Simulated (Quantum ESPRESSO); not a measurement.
## AlSi2ON3 (one run as intended and one with a planted mistake)

Simulated, not a measurement. The program is pw.x of Quantum ESPRESSO 7.5 (plane-wave density functional theory). The cell is made up: 7 atoms on a wurtzite lattice with one site empty, with randomly drawn elements, strain and displacements, not relaxed. PseudoDojo standard norm-conserving files (v0.5 for PBE, v0.4.1 for LDA and PBEsol) set the functional; there is no spin polarisation, spin-orbit coupling or dispersion term, and the masses in the input are unused placeholders.

Intended input:

```
&control calculation='scf', pseudo_dir='./dojo.nc.sr.pbe.v0_5.standard.upf', outdir='./o', disk_io='medium', tprnfor=.true., tstress=.true. /
&system ibrav=0, nat=7, ntyp=4, nbnd=22, ecutwfc=84.00895049, nosym=.true., tot_charge=0,
 occupations='smearing', smearing='fd', degauss=0.0018374661
/
&electrons conv_thr=7.350e-09, electron_maxstep=60, /
ATOMIC_SPECIES
Al 1.0 Al.upf
N 1.0 N.upf
O 1.0 O.upf
Si 1.0 Si.upf
CELL_PARAMETERS angstrom
3.05 0.0 0.0
0.0 5.2828 0.0
0.0 0.0 4.9806
ATOMIC_POSITIONS angstrom
Al -0.0133 -0.0045 -0.0796
Si 1.5609 2.7237 0.0682
Si 0.0013 3.5317 2.6107
O -0.0306 -0.1173 2.0066
N 1.5444 2.7202 2.0135
N 1.4505 0.979 4.357
N -0.0273 3.5228 4.2715
K_POINTS automatic
6 4 4 1 1 1
```

The log is shortened where brackets say so; the opening notice, blank lines, dates and the lines on written files are dropped, and the path of the files is cut. It prints rydbergs, bohrs and kilobars, and counts compression as positive stress. Where no state is partly filled, the Fermi energy that it prints is only some level between the filled and the empty states on the mesh, and need not lie in the true gap.

Log of the intended run:

```
     Program PWSCF v.7.5
     Parallel version (MPI & OpenMP), running on       1 processor cores
     Number of MPI processes:                 1
     Threads/MPI process:                     1
     [start-up lines left out]
     bravais-lattice index     =            0
     lattice parameter (alat)  =       5.7637  a.u.
     unit-cell volume          =     541.5546 (a.u.)^3
     number of atoms/cell      =            7
     number of atomic types    =            4
     number of electrons       =        32.00
     number of Kohn-Sham states=           22
     kinetic-energy cutoff     =      84.0090  Ry
     charge density cutoff     =     336.0358  Ry
     scf convergence threshold =      7.3E-09
     mixing beta               =       0.7000
     number of iterations used =            8  plain     mixing
     Exchange-correlation= PBE
                           (   1   4   3   4   0   0   0)
     [axes and pseudopotential details left out]
   Cartesian axes
     site n.     atom                  positions (alat units)
         1        Al     tau(   1) = (  -0.0043607  -0.0014754  -0.0260984  )
         2        Si     tau(   2) = (   0.5117705   0.8930164   0.0223607  )
         3        Si     tau(   3) = (   0.0004262   1.1579344   0.8559672  )
         4        O      tau(   4) = (  -0.0100328  -0.0384590   0.6579016  )
         5        N      tau(   5) = (   0.5063607   0.8918689   0.6601639  )
         6        N      tau(   6) = (   0.4755738   0.3209836   1.4285246  )
         7        N      tau(   7) = (  -0.0089508   1.1550164   1.4004918  )
     number of k points=    48  Fermi-Dirac smearing, width (Ry)=  0.0018
                       cart. coord. in units 2pi/alat
        k(    1) = (   0.0833333   0.0721682   0.0765470), wk =   0.0416667
        k(    2) = (   0.0833333   0.0721682   0.2296410), wk =   0.0416667
     [further k points left out]
     Dense  grid:    56405 G-vectors     FFT dimensions: (  36,  60,  60)
     Estimated max dynamical RAM per process >      65.12 MB
     Initial potential from superposition of free atoms
     starting charge      31.9963, renormalised to      32.0000
     Starting wfcs are   28 randomized atomic wfcs
     total cpu time spent up to now is        5.5 secs
     per-process dynamical memory:    50.6 Mb
     Self-consistent Calculation
     iteration #  1     ecut=    84.01 Ry     beta= 0.70
     Davidson diagonalization with overlap
     ethr =  1.00E-02,  avg # of iterations =  3.0
     total cpu time spent up to now is       16.6 secs
     total energy              =    -116.23636147 Ry
     estimated scf accuracy    <       2.10983122 Ry
     iteration #  2     ecut=    84.01 Ry     beta= 0.70
     Davidson diagonalization with overlap
     ethr =  6.59E-03,  avg # of iterations =  2.5
     total cpu time spent up to now is       25.8 secs
     total energy              =    -115.99377283 Ry
     estimated scf accuracy    <       5.16558398 Ry
     [iterations 3 to 11 left out]
     iteration # 12     ecut=    84.01 Ry     beta= 0.70
     Davidson diagonalization with overlap
     ethr =  2.86E-10,  avg # of iterations =  2.6
     total cpu time spent up to now is      133.7 secs
     total energy              =    -117.19411229 Ry
     estimated scf accuracy    <          8.7E-09 Ry
     iteration # 13     ecut=    84.01 Ry     beta= 0.70
     Davidson diagonalization with overlap
     ethr =  2.73E-11,  avg # of iterations =  3.4
     total cpu time spent up to now is      146.5 secs
     End of self-consistent calculation
     [lines on levels left out]
     the Fermi energy is     8.0163 ev
!    total energy              =    -117.19411229 Ry
     estimated scf accuracy    <          1.4E-09 Ry
     smearing contrib. (-TS)   =      -0.00000000 Ry
     internal energy E=F+TS    =    -117.19411229 Ry
     The total energy is F=E-TS. E is the sum of the following terms:
     one-electron contribution =     -17.92824638 Ry
     hartree contribution      =      28.04386037 Ry
     xc contribution           =     -35.25938504 Ry
     ewald contribution        =     -92.05034123 Ry
     convergence has been achieved in  13 iterations
     Forces acting on atoms (cartesian axes, Ry/au):
     atom    1 type  1   force =    -0.03091448    0.15660177    0.08496135
     atom    2 type  4   force =    -0.03317484   -0.20128743    0.03890178
     atom    3 type  4   force =     0.00519686    0.08571762   -0.25339346
     atom    4 type  3   force =     0.00625217   -0.13646208   -0.04396963
     atom    5 type  2   force =    -0.00976399    0.05559383   -0.08598646
     atom    6 type  2   force =     0.04448305    0.07824632    0.10007100
     atom    7 type  2   force =     0.01792122   -0.03841003    0.15941542
     Total force =     0.473192     Total SCF correction =     0.000038
     Computing stress (Cartesian axis) and pressure
          total   stress  (Ry/bohr**3)                   (kbar)     P=     -125.48
  -0.00048998   0.00014281  -0.00007839          -72.08       21.01      -11.53
   0.00014281  -0.00112738   0.00025185           21.01     -165.84       37.05
  -0.00007839   0.00025185  -0.00094170          -11.53       37.05     -138.53
     init_run     :      5.29s CPU      5.40s WALL (       1 calls)
     electrons    :    126.59s CPU    141.01s WALL (       1 calls)
     forces       :      2.29s CPU      2.32s WALL (       1 calls)
     stress       :      7.74s CPU      7.79s WALL (       1 calls)
     [timing details left out]
     PWSCF        :   2m22.03s CPU   2m36.80s WALL
     JOB DONE.
```

A second run has one planted mistake: two atoms have their elements exchanged. The input lines that differ, file-writing options aside:

```
- Si 0.0013 3.5317 2.6107
+ N 0.0013 3.5317 2.6107
- N -0.0273 3.5228 4.2715
+ Si -0.0273 3.5228 4.2715
```

Its log:

```
     Program PWSCF v.7.5
     Parallel version (MPI & OpenMP), running on       1 processor cores
     Number of MPI processes:                 1
     Threads/MPI process:                     1
     [start-up lines left out]
     bravais-lattice index     =            0
     lattice parameter (alat)  =       5.7637  a.u.
     unit-cell volume          =     541.5546 (a.u.)^3
     number of atoms/cell      =            7
     number of atomic types    =            4
     number of electrons       =        32.00
     number of Kohn-Sham states=           22
     kinetic-energy cutoff     =      84.0090  Ry
     charge density cutoff     =     336.0358  Ry
     scf convergence threshold =      7.3E-09
     mixing beta               =       0.7000
     number of iterations used =            8  plain     mixing
     Exchange-correlation= PBE
                           (   1   4   3   4   0   0   0)
     [axes and pseudopotential details left out]
   Cartesian axes
     site n.     atom                  positions (alat units)
         1        Al     tau(   1) = (  -0.0043607  -0.0014754  -0.0260984  )
         2        Si     tau(   2) = (   0.5117705   0.8930164   0.0223607  )
         3        N      tau(   3) = (   0.0004262   1.1579344   0.8559672  )
         4        O      tau(   4) = (  -0.0100328  -0.0384590   0.6579016  )
         5        N      tau(   5) = (   0.5063607   0.8918689   0.6601639  )
         6        N      tau(   6) = (   0.4755738   0.3209836   1.4285246  )
         7        Si     tau(   7) = (  -0.0089508   1.1550164   1.4004918  )
     number of k points=    48  Fermi-Dirac smearing, width (Ry)=  0.0018
                       cart. coord. in units 2pi/alat
        k(    1) = (   0.0833333   0.0721682   0.0765470), wk =   0.0416667
        k(    2) = (   0.0833333   0.0721682   0.2296410), wk =   0.0416667
     [further k points left out]
     Dense  grid:    56405 G-vectors     FFT dimensions: (  36,  60,  60)
     Estimated max dynamical RAM per process >      65.12 MB
     Initial potential from superposition of free atoms
     starting charge      31.9963, renormalised to      32.0000
     Starting wfcs are   28 randomized atomic wfcs
     total cpu time spent up to now is       10.2 secs
     per-process dynamical memory:    50.6 Mb
     Self-consistent Calculation
     iteration #  1     ecut=    84.01 Ry     beta= 0.70
     Davidson diagonalization with overlap
     ethr =  1.00E-02,  avg # of iterations =  5.3
     total cpu time spent up to now is       29.7 secs
     total energy              =    -115.19131030 Ry
     estimated scf accuracy    <       1.41645378 Ry
     iteration #  2     ecut=    84.01 Ry     beta= 0.70
     Davidson diagonalization with overlap
     ethr =  4.43E-03,  avg # of iterations =  3.5
     total cpu time spent up to now is       46.0 secs
     total energy              =    -113.88148925 Ry
     estimated scf accuracy    <      18.30415123 Ry
     [iterations 3 to 12 left out]
     iteration # 13     ecut=    84.01 Ry     beta= 0.70
     Davidson diagonalization with overlap
     ethr =  2.52E-09,  avg # of iterations =  2.0
     total cpu time spent up to now is      177.6 secs
     total energy              =    -115.92410232 Ry
     estimated scf accuracy    <       0.00000004 Ry
     iteration # 14     ecut=    84.01 Ry     beta= 0.70
     Davidson diagonalization with overlap
     ethr =  1.18E-10,  avg # of iterations =  2.1
     total cpu time spent up to now is      189.0 secs
     End of self-consistent calculation
     [lines on levels left out]
     the Fermi energy is     6.3958 ev
!    total energy              =    -115.92410233 Ry
     estimated scf accuracy    <          3.9E-09 Ry
     smearing contrib. (-TS)   =      -0.00028572 Ry
     internal energy E=F+TS    =    -115.92381660 Ry
     The total energy is F=E-TS. E is the sum of the following terms:
     one-electron contribution =     -16.59648830 Ry
     hartree contribution      =      26.99852420 Ry
     xc contribution           =     -34.87258267 Ry
     ewald contribution        =     -91.45326984 Ry
     convergence has been achieved in  14 iterations
     Forces acting on atoms (cartesian axes, Ry/au):
     atom    1 type  1   force =    -0.02465335    0.51155179    0.20129733
     atom    2 type  4   force =    -0.13757711   -0.43634181    0.33685399
     atom    3 type  2   force =    -0.01590671    0.06955657   -0.27379807
     atom    4 type  3   force =     0.00344937   -0.12580309   -0.01017198
     atom    5 type  2   force =     0.01478952    0.04480820   -0.02674559
     atom    6 type  2   force =     0.03603954    0.05165498    0.09601818
     atom    7 type  4   force =     0.12385874   -0.11542663   -0.32345385
     Total force =     0.933284     Total SCF correction =     0.000053
     Computing stress (Cartesian axis) and pressure
          total   stress  (Ry/bohr**3)                   (kbar)     P=      359.73
   0.00346294   0.00046058  -0.00043014          509.42       67.75      -63.28
   0.00046058   0.00293671   0.00024348           67.75      432.01       35.82
  -0.00043014   0.00024348   0.00093662          -63.28       35.82      137.78
     init_run     :      9.88s CPU     10.02s WALL (       1 calls)
     electrons    :    171.55s CPU    178.80s WALL (       1 calls)
     forces       :      2.32s CPU      2.36s WALL (       1 calls)
     stress       :      7.61s CPU      7.66s WALL (       1 calls)
     [timing details left out]
     PWSCF        :   3m11.58s CPU   3m19.18s WALL
     JOB DONE.
```

|  | intended run | run with the mistake |
| --- | --- | --- |
| free energy (eV) | -1594.507 | -1577.228 |
| smearing term -TS (eV) | 0.0000 | -0.0039 |
| pressure (GPa) | -12.55 | 35.97 |
| largest force component (eV/Å) | 6.515 | 13.153 |
| largest change of a force component (eV/Å) |  | 12.415 |
| iterations | 13 | 14 |

For scale, a rerun of the intended cell at 1437 eV and a 8 x 6 x 6 mesh moved values by no more than 0.002 eV in energy, 0.02 GPa in stress and 0.004 eV/Å in force.